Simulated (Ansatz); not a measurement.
Theory: Ansatz, DFT PBE, scalar-relativistic, plane waves, PAW. Settings: cutoff 420 eV, Γ-centred meshes spaced at most about 0.3 Å⁻¹, and about 0.25 Å⁻¹ or finer for metals (2π included), Gaussian smearing. Collinear spin in cells that started with moments and kept them past the coarse steps, no spin elsewhere.

All energies are static (0 K, no zero-point motion). All come from trial cells, and lower structures may exist.

Problem. Order these relaxed structures of TiSe3 by energy, lowest first, with the energy over the lowest of them.
A.

```cif
data_structure
_symmetry_space_group_name_H-M 'Fm-3m'
_symmetry_Int_Tables_number 225
_cell_length_a 6.6824
_cell_length_b 6.6824
_cell_length_c 6.6824
_cell_angle_alpha 90.000
_cell_angle_beta 90.000
_cell_angle_gamma 90.000
_cell_volume 298.39
loop_
_atom_site_label
_atom_site_type_symbol
_atom_site_symmetry_multiplicity
_atom_site_Wyckoff_symbol
_atom_site_fract_x
_atom_site_fract_y
_atom_site_fract_z
_atom_site_occupancy
Ti1 Ti 4 a 0.00000 0.00000 0.00000 1
Se1 Se 8 c 0.25000 0.75000 0.75000 1
Se2 Se 4 b 0.50000 0.00000 0.00000 1
```

B.

```cif
data_structure
_symmetry_space_group_name_H-M 'P-62m'
_symmetry_Int_Tables_number 189
_cell_length_a 5.6351
_cell_length_b 5.6351
_cell_length_c 3.4808
_cell_angle_alpha 90.000
_cell_angle_beta 90.000
_cell_angle_gamma 120.000
_cell_volume 95.72
loop_
_atom_site_label
_atom_site_type_symbol
_atom_site_symmetry_multiplicity
_atom_site_Wyckoff_symbol
_atom_site_fract_x
_atom_site_fract_y
_atom_site_fract_z
_atom_site_occupancy
Ti1 Ti 1 b 0.00000 0.00000 0.50000 1
Se1 Se 3 f 0.66585 0.00000 0.00000 1
```

C.

```cif
data_structure
_symmetry_space_group_name_H-M 'Pm-3m'
_symmetry_Int_Tables_number 221
_cell_length_a 4.9476
_cell_length_b 4.9476
_cell_length_c 4.9476
_cell_angle_alpha 90.000
_cell_angle_beta 90.000
_cell_angle_gamma 90.000
_cell_volume 121.11
loop_
_atom_site_label
_atom_site_type_symbol
_atom_site_symmetry_multiplicity
_atom_site_Wyckoff_symbol
_atom_site_fract_x
_atom_site_fract_y
_atom_site_fract_z
_atom_site_occupancy
Ti1 Ti 1 b 0.50000 0.50000 0.50000 1
Se1 Se 3 c 0.00000 0.50000 0.50000 1
```

D.

```cif
data_structure
_symmetry_space_group_name_H-M 'P4/mmm'
_symmetry_Int_Tables_number 123
_cell_length_a 3.9145
_cell_length_b 3.9145
_cell_length_c 5.5115
_cell_angle_alpha 90.000
_cell_angle_beta 90.000
_cell_angle_gamma 90.000
_cell_volume 84.45
loop_
_atom_site_label
_atom_site_type_symbol
_atom_site_symmetry_multiplicity
_atom_site_Wyckoff_symbol
_atom_site_fract_x
_atom_site_fract_y
_atom_site_fract_z
_atom_site_occupancy
Ti1 Ti 1 d 0.50000 0.50000 0.50000 1
Se1 Se 1 a 0.00000 0.00000 0.00000 1
Se2 Se 1 b 0.00000 0.00000 0.50000 1
Se3 Se 1 c 0.50000 0.50000 0.00000 1
```

Solution. B (0 meV/atom), C (108 meV/atom), D (240 meV/atom), A (469 meV/atom). Forms: B P-62m, no spin; C ReO3 type, Pm-3m, no spin; D P4/mmm, moments up to 1.4 μB; A BiF3 (D0_3) type, Fm-3m, no spin. Counting Se atoms around Ti (those within 1.25 times the shortest such distance or 1.15 times the sum of covalent radii, 1.27 where that leaves under three; a plus sign parts nearer from farther groups): B has Ti 6; C has Ti 6; D has Ti 6; A has Ti 8+6.

No dispersion correction is applied, so the spacing and binding between layers, chains or molecules are poorly described (P-62m), and this can change margins and order among such cells. The magnetic state reached may not be the lowest. Cells relaxed within their symmetry can be saddle points. Some structure types and database cells were kept out of the candidates from the start, so a known form may be missing.
